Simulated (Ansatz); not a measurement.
## Map of one atom of the cell for SiC (wurtzite)

SiC (wurtzite)

```xyz
4
Lattice="3.0753 0.0000 0.0000 -1.5377 2.6633 0.0000 0.0000 0.0000 5.0482" Properties=species:S:1:pos:R:3 pbc="T T T"
Si     1.5377     0.8878     0.0025
Si     0.0000     1.7755     2.5266
C      1.5377     0.8878     3.1536
C      0.0000     1.7755     0.6295
```

Two-dimensional scan of atom 4 (C, nearest neighbour Si at 1.883 Å; its periodic images, 3.1 Å or more away, move with it): u runs along (1.000, 0.000, 0.000), v along (0.000, 1.000, 0.000) (Cartesian). Cell and other atoms are fixed.

All values below come from r2SCAN (plane waves to 500 eV, PAW, scalar-relativistic; Ansatz, an electronic-structure program). k mesh 10×10×5 (Γ-centred), Fermi-Dirac smearing 0.05 eV. E stands for the smeared free energy. Compression counts positive. SiC was relaxed with its symmetry unable to fall. ΔE is measured from the undisplaced structure. Axes are in Å.

ΔE (meV/cell), with u across and v down:

```csv
v \ u,-0.280,-0.187,-0.093,0.000,0.093,0.187,0.280
-0.280,2149,1266,759,594,759,1266,2149
-0.187,1581,850,428,290,428,850,1581
-0.093,1121,533,191,79,191,533,1121
0.000,812,354,87,0,87,354,812
0.093,695,356,159,95,159,356,695
0.187,817,590,460,418,460,590,817
0.280,1233,1117,1054,1035,1054,1117,1233
```

P (GPa), with u across and v down:

```csv
v \ u,-0.280,-0.187,-0.093,0.000,0.093,0.187,0.280
-0.280,14.5,8.5,4.9,3.8,4.9,8.5,14.5
-0.187,10.7,5.7,2.8,1.9,2.8,5.7,10.7
-0.093,7.6,3.6,1.3,0.5,1.3,3.6,7.6
0.000,5.4,2.3,0.6,0.0,0.6,2.3,5.4
0.093,4.5,2.3,1.0,0.6,1.0,2.3,4.5
0.187,5.2,3.8,3.1,2.8,3.1,3.8,5.2
0.280,7.9,7.4,7.1,7.0,7.1,7.4,7.9
```

What the scan shows:

| Quantity | Result |
|---|---|
| Principal force constants in the plane (five-point differences of the forces) | 19.9 eV/Å², isotropic |
| Centre of the map | a minimum |
| Lowest place on the grid | u = 0.000 Å, v = 0.000 Å (0 meV/cell) |
| Highest place on the grid, met at several equal points | u = -0.280 Å, v = -0.280 Å; u = 0.280 Å, v = -0.280 Å (2149 meV/cell) |

The 49 points together took about 20 core-minutes (a rough figure).

(A displaced cell: forces are minus the slopes of the energy, force constants its curvatures, and phonons follow from these.)
